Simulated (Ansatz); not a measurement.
The start is a generated cell, Al built in the lonsdaleite structure type. The structure is fully relaxed (lattice and positions, P = 0) with r2SCAN (plane waves to 500 eV, PAW, scalar-relativistic; Ansatz, a quantum-chemistry and plane-wave program). The first steps use a coarse 10×10×5 k-mesh.

The start:
```
Al
1.0
    3.89645     0.00000     0.00000
   -1.94822     3.37442     0.00000
    0.00000     0.00000     6.49874
Al
4
Direct
  0.33333   0.66667   0.05995
  0.66667   0.33333   0.55995
  0.66667   0.33333   0.94005
  0.33333   0.66667   0.44005
```

Problem. How large is the pressure on the unrelaxed cell, and of which sign?

Solution. +16.6 GPa (positive: the cell is compressed).

Problem. What is the largest force in the starting geometry, and on which atom (counted from 1)?

Solution. 0.55 eV/Å, on Al1, Al2, Al3, Al4 (atoms numbered as listed).

Problem. How much energy is released per atom?

Solution. 0.54 eV/atom.

Problem. How does the volume change?

Solution. +13.2 %, from 21.36 to 24.18 Å³/atom.

Problem. How do the shortest distances between atoms change?

Solution. The closest pairs of elements (up to four, under 3.6 Å), start → end: Al–Al 2.38 → 2.61 Å.

Problem. Give the final cell and atomic positions.

Solution. 
Space group P6/mmm (No. 191); a = b = 4.5202 Å, c = 2.7330 Å, α = β = 90.00°, γ = 120.00°

| atom | site | symmetry | x | y | z |
|---|---|---|---|---|---|
| Al | 2c | -6m2 | 0.3333 | 0.6667 | 0.0000 |

Final values are on a 12×12×17 k-mesh of the relaxed cell. No spin polarisation in the result.

The run could not lose the symmetry of its start, so the end can be a saddle point.

The relaxed structure here is a generated cell of Al: the first start was made by placing the elements on the sites of a structure type, and the end was not matched to a known phase here, so it may be hypothetical. Known forms of Al include space group No. 225.
